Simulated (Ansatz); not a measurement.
A free-standing Janus 1T monolayer of NiOS at its r2SCAN geometry, run in the PAW code Ansatz at 2 levels of theory. The cell comes from a prototype generator: it can be a known phase or a hypothetical one. Spin polarisation is off.

The r2SCAN0 input:
```yaml
crystal:
  lattice:
    - [3.0482173009, 0.0, 0.0]
    - [-1.5241086505, 2.6398336188, 0.0]
    - [0.0, 0.0, 28.7292417592]
  atoms:
    - { symbol: Ni, position: [0.0, 0.0, 0.3174683173] }
    - { symbol: O, position: [0.3333333333, 0.6666666667, 0.3483859045] }
    - { symbol: S, position: [0.6666666667, 0.3333333333, 0.2739547793] }
  periodic: [true, true, false]
kpoints:
  mp_grid: { grid: [6, 6, 1] }
  band_path:
    path:
      - [0.0, 0.0, 0.0]
      - [0.5, 0.0, 0.0]
      - [0.3333333333, 0.3333333333, 0.0]
      - [-0.130208, 0.260417, 0.0]
      - [0.0, 0.25, 0.0]
    npoints: 1
hamiltonian:
  xc: r2scan0
scf:
  occupations: { method: fixed }
  n_extra_bands: 4
output:
  forces: true
  stress: true
  eigenvalues: true
```

Main results, then, where recorded, the levels near the gap in eV from the Fermi energy (columns number the bands from 0), one row a point of the path (Γ, M, K, K–Γ (0.61), Γ–M (0.50)):
```
Crystal: 3 atoms, lattice volume = 231.178 Å³
Symmetry: 6 space group operations
Space group: P3m1 (ITA 156)
```
```
Basis set: ecut = 500 eV, 5961 PW (Γ)
k-points: 7 of 36 (time reversal used)
hybrid outer 1: dexx = +6.298e-2 eV, tail = 1.57e-4 eV
hybrid outer 2: dexx = +8.446e-6 eV, tail = 1.89e-7 eV, Δε = 5.29e-3 eV, ΔF = 1.70e-2 eV/Å
hybrid outer 3: dexx = +1.011e-8 eV, tail = 6.68e-10 eV, Δε = 3.23e-4 eV, ΔF = 2.29e-4 eV/Å
hybrid SCF converged: 3 outer / 25 inner (+8 warm-up)
Free energy (F): -7314.337645 eV
Fermi energy:    -8.284837 eV
--- Forces (eV/Å), atoms counted from 1 ---
  atom   1  Ni      0.00000      0.00000      0.43629
  atom   2  O       0.00000      0.00000    -0.64522
  atom   3  S       0.00000      0.00000      0.20891
--- 2D stress c σ (N/m, compression-positive) ---
       -3.023201       0.000000       0.000000
        0.000000      -3.023201       0.000000
        0.000000       0.000000       0.000000
  P = ½ c Tr σ = -3.0232 N/m
```
```tsv
band_12	band_13	band_14	band_15	band_16	band_17
-0.655	0.000	0.000	4.444	4.444	6.761
-2.891	-2.274	-1.472	3.506	4.023	8.665
-2.661	-2.612	-1.919	2.134	4.071	10.498
-1.677	-0.912	-0.167	3.004	3.675	7.848
-1.878	-0.855	-0.299	2.599	4.102	8.083
```

The r2SCAN0 gap is indirect, 2.13 eV (Γ to K), below the direct gap of 2.90 eV at Γ–M (0.50 of the way from Γ).

Hartree-Fock. Against the first input these blocks differ (the band path and keys that only write files left aside):
```yaml
hamiltonian:
  xc: hf
```

```
Basis set: ecut = 420 eV, 4489 PW (Γ)
k-points: 7 of 36 (time reversal used)
hybrid outer 1: dexx = +4.711e0 eV, tail = 5.31e-2 eV
hybrid outer 2: dexx = +5.872e-3 eV, tail = 8.07e-4 eV, Δε = 6.74e-2 eV, ΔF = 5.62e-1 eV/Å
hybrid outer 3: dexx = +1.554e-4 eV, tail = 4.49e-6 eV, Δε = 3.58e-2 eV, ΔF = 2.19e-2 eV/Å
hybrid outer 4: dexx = +5.269e-7 eV, tail = 5.12e-8 eV, Δε = 1.61e-3 eV, ΔF = 3.94e-3 eV/Å
hybrid outer 5: dexx = +2.271e-9 eV, tail = 5.43e-10 eV, Δε = 1.22e-4 eV, ΔF = 6.08e-4 eV/Å
hybrid SCF converged: 5 outer / 33 inner (+9 warm-up)
Free energy (F): -7242.963363 eV
Fermi energy:    -10.723219 eV
--- Forces (eV/Å), atoms counted from 1 ---
  atom   1  Ni      0.00000      0.00000      2.19203
  atom   2  O       0.00000      0.00000    -1.90547
  atom   3  S       0.00000      0.00000    -0.28655
--- 2D stress c σ (N/m, compression-positive) ---
       -3.671327       0.000000       0.000000
        0.000000      -3.671327       0.000000
        0.000000       0.000000       0.000000
  P = ½ c Tr σ = -3.6713 N/m
```
```tsv
band_12	band_13	band_14	band_15	band_16	band_17
-1.541	0.000	0.000	9.129	9.981	10.341
-3.890	-3.005	-2.689	9.573	10.100	13.826
-3.953	-3.774	-3.654	7.700	10.391	15.632
-2.840	-1.561	-0.825	8.760	9.635	10.232
-3.463	-1.416	-0.931	8.357	10.168	10.481
```

With Hartree-Fock the valence top lies at Γ and the conduction bottom at K, 7.70 eV higher; the smallest vertical gap, at Γ, is 9.13 eV. The mean in-plane stress at these positions is -3.7 N/m, compression counted positive. The stress of a hybrid is loosely converged here.

Totals of different functionals can't be compared.

The meshes of the hybrids are coarse, so their gaps aren't converged to the digits shown.
